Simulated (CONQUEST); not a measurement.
Set-up for a self-consistent single point of SnO (Pm, 4 atoms in the cell; from Materials Project mp-2097, changed as shown).

```yaml
crystal:
  lattice:
    - [3.81370, 0.00000, 0.00000]
    - [0.00000, 3.81370, 0.00000]
    - [0.00000, 0.00000, 4.88691]
  atoms:
    - { symbol: Sn, position: [0.00000, 0.50000, 0.23537] }
    - { symbol: Sn, position: [0.50000, 0.00000, 0.76463] }
    - { symbol: O, position: [0.50000, 0.50000, 0.00000] }
    - { symbol: O, position: [0.00000, 0.01049, 0.00000] }
```

All values come from this method and carry its errors: PBE, numerical atomic orbitals double-zeta with polarisation (the shipped basis), PseudoDojo norm-conserving potentials made for PBE in CONQUEST.

CONQUEST settings:

basis: DZP
Diag.MPMeshX, Y, Z: 8 8 6
potentials: PseudoDojo norm-conserving PBE
Grid.GridCutoff: 140 Ha
DM.SolutionMethod: diagon
Diag.SmearingType: 1
Diag.kT: 0.001837 Ha
Diag.GammaCentred: true
Diag.MPOrder: 0
minE.SCTolerance: 1.0e-06
SC.MaxIters: 100
SC.LinearMixingFactor: 0.3
SC.KerkerPreCondition: true
SC.KerkerFactor: 0.1 1/bohr
AtomMove.TypeOfRun: static

Results:

| Property | Result |
|---|---|
| Number of valence electrons | 40 |
| Number of bands | 62 |
| Number of k-points after the program's reduction | 262 |
| Size of the basis | 62 |
| Number of SCF iterations | 9 |
| FFT grid | 40 × 40 × 60 |
| Free energy E − TS | -5188.3171 eV |
| Top of the valence band (on the code's own zero) | -4.31 eV |
| Gap on the k-point mesh | 0.16 eV |
| Pressure | 6.54 GPa |
| Largest force (vector length) | 0.838 eV/Å |

Forces (eV/Å):
```csv
atom,Fx,Fy,Fz
Sn1,0.000,0.176,0.820
Sn2,0.000,0.031,-0.800
O3,0.000,0.163,0.002
O4,0.000,-0.321,-0.024
```

Gaps are taken between levels on the mesh.

For comparison: a first run was changed to give this one (atom 4 moved by +0.04 angstrom along y), and from it to this one the free energy rises by 1.3 meV/atom, the pressure moves little (6.62 to 6.54 GPa), the largest force goes from 0.803 to 0.838 eV/Å and the gap on the mesh hardly changes (0.157 to 0.156 eV).

The program uses no crystal symmetry, so grid and mesh can part values that symmetry would make equal. The atom-centred basis is finite, which shifts total energies, pressures, gaps and forces against plane waves. The structure comes from a collection of computed structures, made at another level of theory; the collection holds predicted forms beside known ones.

Cost on one core: around 80 core-seconds (rough).
